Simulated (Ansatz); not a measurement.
HfBrN:
```
HfBrN
1.0
    3.56214     0.00000     0.00000
    0.00000     4.10158     0.00000
    0.00000     0.00000     8.78087
Hf Br N
2 2 2
Direct
  0.50000   0.00000   0.09815
  0.00000   0.50000   0.90185
  0.50000   0.50000   0.66566
  0.00000   0.00000   0.33434
  0.50000   0.50000   0.03450
  0.00000   0.00000   0.96550
```

Relaxed with r²SCAN+D4.

Task: Give the Bader charges and basin volumes of the independent atoms, plane-wave PAW r²SCAN+D4 (Ansatz code).

Result: 

```tsv
atom	Bader charge (e)	Bader volume (Å³)
Hf1	+2.42	11.4
Br3	-0.66	37.6
N5	-1.76	15.0
```

Space group Pmmn. The workflow started from a Materials Project entry (that database holds measured and hypothetical structures alike); the Crystallography Open Database files this formula in space group No. 59, but the cells were not matched. Whether it is the stable phase at ambient conditions was not checked. The r²SCAN+D4 relaxation kept the symmetry of its start; whether a distortion lowers the energy is not shown. The run is not spin-polarised. Scalar-relativistic: spin–orbit coupling is off unless named, which matters more the heavier the elements.

Potentials: the later of the program's two PAW sets.
